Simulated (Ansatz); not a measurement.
BeS (CsCl type, space group No. 221) at seven volumes, PBE (plane waves, PAW; program Ansatz), scaled uniformly. One row is withheld.

```tsv
V (Å³/atom)	P (GPa)
11.393	?
11.769	6.06
12.144	2.90
12.520	0.00
12.895	-2.34
13.271	-4.35
13.647	-6.09
```

Question: Fit the shown pressures and predict the withheld one.

Answer: P = (3/2)B₀(x^(7/2) − x^(5/2))[1 + (3/4)(B′ − 4)(x − 1)] with x = (V₀/V)^(2/3). Least squares on the six rows gives V₀ = 12.527 Å³/atom, B₀ = 85.4 GPa, B′ = 4.27. At V = 11.393, x = 1.0653 and P = 9.93 GPa. The run itself gave 9.53 GPa.

Space group Pm-3m (CsCl type). A made-up cell: these elements were put on the sites of a structure type; neither database checked (COD, Materials Project) lists it. COD files the formula under space group No. 216, so this cell is another polymorph or a model. Whether it is the stable phase at ambient conditions was not checked. The cell was relaxed with PBE under the symmetry of its start. At this level the phase is dynamically unstable (imaginary phonons).

Potentials: the later of the program's two PAW sets.
